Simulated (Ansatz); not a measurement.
# MgScAlO4: computed properties

All numbers below come from Ansatz, DFT r2SCAN, scalar-relativistic, plane waves, PAW.

Plane waves to 500 eV, a k mesh through Γ of 12×12×12 on the computed 7-atom cell and Gaussian smearing (0.02 eV); no spin polarisation.

The structure is relaxed at this level of theory with its symmetry kept. Whether it is the stable form of this composition wasn't checked.

```cif
data_structure
_symmetry_space_group_name_H-M 'P 1'
_symmetry_Int_Tables_number 1
_cell_length_a 8.4817
_cell_length_b 8.4817
_cell_length_c 8.4817
_cell_angle_alpha 22.024
_cell_angle_beta 22.024
_cell_angle_gamma 22.024
_cell_volume 75.22
loop_
_atom_site_label
_atom_site_type_symbol
_atom_site_fract_x
_atom_site_fract_y
_atom_site_fract_z
_atom_site_occupancy
Mg1 Mg 0.78303 0.78303 0.78303 1
Sc1 Sc 0.99555 0.99555 0.99555 1
Al1 Al 0.21316 0.21316 0.21316 1
O1 O 0.87898 0.87898 0.87898 1
O2 O 0.13803 0.13803 0.13803 1
O3 O 0.70334 0.70334 0.70334 1
O4 O 0.28761 0.28761 0.28761 1
```

| Item | Value |
| --- | --- |
| Space group | R3m (No. 160) |
| Volume per atom | 10.75 Å³ |
| Generalised Kohn–Sham band gap | 5.07 eV, indirect from (0.000, 0.281, -0.281) to L (the valley at F lies within 0.03 eV, so the order isn't resolved) |
| Löwdin character of the top 1 eV of the valence band | O 2p 96 % |
| Löwdin character of the lowest 1 eV of the conduction band | Sc 3d 84 %, O 2p 9 % |
| Electron masses at the edge by Cartesian direction of the computed cell, whose vectors are (1.620, 0.935, 8.273), (-1.620, 0.935, 8.273), (0.000, -1.871, 8.273) Å (m_e; degenerate bands sorted by energy; no spin-orbit coupling) | x: 1.1; y: 3.6; z: over 30 |
| Hole masses at the edge by Cartesian direction of the computed cell, whose vectors are (1.620, 0.935, 8.273), (-1.620, 0.935, 8.273), (0.000, -1.871, 8.273) Å (m_e; degenerate bands sorted by energy; no spin-orbit coupling) | x: 2.3; y: 2.6; z: 1.6 |
| Bulk modulus | 180 GPa |
| Its pressure derivative | 4.1 |
| Bader charges (e) | Mg (1 in the cell) 1.74, Sc (1 in the cell) 2.12, Al (1 in the cell) 2.58, O (1 in the cell) -1.73, O (1 in the cell) -1.72, O (1 in the cell) -1.48, O (1 in the cell) -1.50 |

Cost: 8 runs of about 40 core-minutes in all, on Arm Neoverse V2 (shared hosts).